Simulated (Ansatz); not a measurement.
W (bcc, W type)

```
CELL_PARAMETERS angstrom
     -1.58464     1.58464     1.58464
      1.58464    -1.58464     1.58464
      1.58464     1.58464    -1.58464
ATOMIC_POSITIONS crystal
  W  0.00000 0.00000 0.00000
```

Two coordinates are scanned: the volume, and the ratio of the stretch along z (the conventional c axis) to the stretch across it. Atoms keep their fractional coordinates.

These are r2SCAN (plane waves to 500 eV, PAW, scalar-relativistic; Ansatz, an electronic-structure program) values and carry that method's errors. k mesh 21×21×21 (Γ-centred), Fermi-Dirac smearing 0.05 eV. Compression counts positive. With partly filled bands, the response to shear is sensitive to the k mesh, so small differences along c/a are uncertain. Spin-orbit coupling is left out, though W is heavy. W is run without spin polarisation. W was relaxed with its symmetry unable to fall.

At one point of the scan the stress tensor (GPa) is:

```
   14.1      0.0      0.0
    0.0     14.1      0.0
    0.0      0.0     14.1
```

Q: Which point is it?
A. V/V₀ = 0.960, (c/a)/(c/a)₀ = 1.000
B. V/V₀ = 1.000, (c/a)/(c/a)₀ = 0.920
C. V/V₀ = 0.980, (c/a)/(c/a)₀ = 0.960
D. V/V₀ = 1.000, (c/a)/(c/a)₀ = 1.080

A: A, V/V₀ = 0.960, (c/a)/(c/a)₀ = 1.000

(Under strain, the slope of the energy per volume gives the stress and its curvature an elastic modulus.)
